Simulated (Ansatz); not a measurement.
All numbers below come from DFT PBE, scalar-relativistic, plane waves, PAW (Ansatz). Settings: cutoff 420 eV, Γ-centred meshes spaced at most about 0.3 Å⁻¹, and about 0.25 Å⁻¹ or finer for metals (2π included), Gaussian smearing. No spin polarisation in the final relaxations.

Temperature and zero-point effects are left out.

Two relaxed structures of B3F2:

1.

Space group P6_3/mmc (No. 194). a = 2.559 Å, b = 2.559 Å, c = 22.083 Å, α = 90.00°, β = 90.00°, γ = 120.00°
| atom | site | symmetry | x | y | z |
| --- | --- | --- | --- | --- | --- |
| B | 2b | -6m2 | 0.0000 | 0.0000 | 0.2500 |
| B | 4f | 3m. | 0.3333 | 0.6667 | 0.0224 |
| F | 4f | 3m. | 0.3333 | 0.6667 | 0.0824 |

2.

Space group P4mm (No. 99). a = 2.903 Å, b = 2.903 Å, c = 6.427 Å, α = 90.00°, β = 90.00°, γ = 90.00°
```json
{"atom": "B", "site": "2c", "symmetry": "2mm.", "x": "0.5000", "y": "0.0000", "z": "0.0020"}
{"atom": "B", "site": "1a", "symmetry": "4mm", "x": "0.0000", "y": "0.0000", "z": "0.1354"}
{"atom": "F", "site": "1a", "symmetry": "4mm", "x": "0.0000", "y": "0.0000", "z": "0.3485"}
{"atom": "F", "site": "1b", "symmetry": "4mm", "x": "0.5000", "y": "0.5000", "z": "0.7822"}
```

Question: Which form is favoured at zero pressure, and by what margin per atom?

Answer: Cell 2 is lower, by 174 meV/atom. Cell 1 has space group P6_3/mmc (No. 194), 12.5 Å³/atom and no gap on its mesh; cell 2 has space group P4mm (No. 99), 10.8 Å³/atom and no gap. Counting F atoms around B (those within 1.25 times the shortest such distance or 1.15 times the sum of covalent radii; a plus sign parts nearer from farther groups; the shortest distance is added where it is long for a bond; a slash parts the counts of unlike sites), cell 1 has B 1/6+6 from 4.0 Å and cell 2 has B 1/2 from 2.0 Å. Cell 1 and cell 2 both hold B–B nets. Both come from invented guesses. A third cell relaxed alike, in Pm, lies 286 meV/atom below the lower of the two.

No dispersion correction is applied, so the spacing and binding between layers, chains or molecules are poorly described (P6_3/mmc, P4mm), and this can change margins and order among such cells. In P4mm an odd number of electrons in the primitive cell allows no gap without spin; a larger cell or a magnetic state could open one. Cells relaxed within their symmetry can be saddle points.
